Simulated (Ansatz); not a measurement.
How far is PAW off for TiRh$_{3}$?

```
Ti Rh
1.0
     3.82200    0.00000    0.00000
     0.00000    3.82200    0.00000
     0.00000    0.00000    3.82200
Ti Rh
1 3
Cartesian
  0.0000 0.0000 0.0000
  0.0000 1.9110 1.9110
  1.9110 0.0000 1.9110
  1.9110 1.9110 0.0000
```

Atom numbers follow the list: Ti1, Rh2, Rh3, Rh4.

The geometry is COD entry 1537861, unchecked; take it as a test cell.

Spin polarisation is left out, and whether a magnetic state lies lower isn't shown here.

Levels of theory: DFT, LDA, PAW with Ansatz's default frozen-core files, scalar-relativistic (Ansatz 0.2.0); DFT, LDA, all-electron PAW with datasets made for the crystal, scalar-relativistic (Ansatz 0.2.0); DFT, LDA, all-electron LAPW, scalar-relativistic (Ansatz 0.2.0).

For PAW: a Γ-centred 10×10×10 k mesh, Fermi–Dirac smearing of 0.03 eV, cutoff 420 eV, no spin polarisation; the PAW files were made with PBE, and the program remakes their frozen cores for this functional. The crystal-made all-electron datasets (AE datasets) take a cutoff of 300 eV at this cell. LAPW targets a basis error of 1 meV/atom. The Ansatz runs share mesh, smearing and spin set-up. Plane-wave (PAW) pressures include the program's estimate of the Pulay term.

Stress and pressure are positive in compression.

Spin–orbit coupling is left out, which moves gradients at and beside heavy atoms by some per cent and at worst by a factor of two.

In a metal, gradients converge slowly with the k mesh: the values move by tens of per cent from one mesh to another, at times in sign, so only the comparison on one mesh counts.

Levels count from the Fermi level.

```csv
quantity,PAW,AE datasets,LAPW
pressure (GPa),-10.31,-10.27,-10.27
highest filled level at X (eV),-0.887,-0.888,-0.888
lowest empty level at X (eV),0.123,0.124,0.124
highest filled level at Γ (eV),-0.176,-0.175,-0.175
lowest empty level at Γ (eV),0.856,0.859,0.859
largest principal field gradient Vzz at Rh2 (10²¹ V/m²),?,?,–
```

(1) Give the missing entry: row "largest principal field gradient Vzz at Rh2 (10²¹ V/m²)", column "PAW".

(2) Give the missing entry: row "largest principal field gradient Vzz at Rh2 (10²¹ V/m²)", column "AE datasets".

Results:

(1) -2.78.

(2) -2.86.
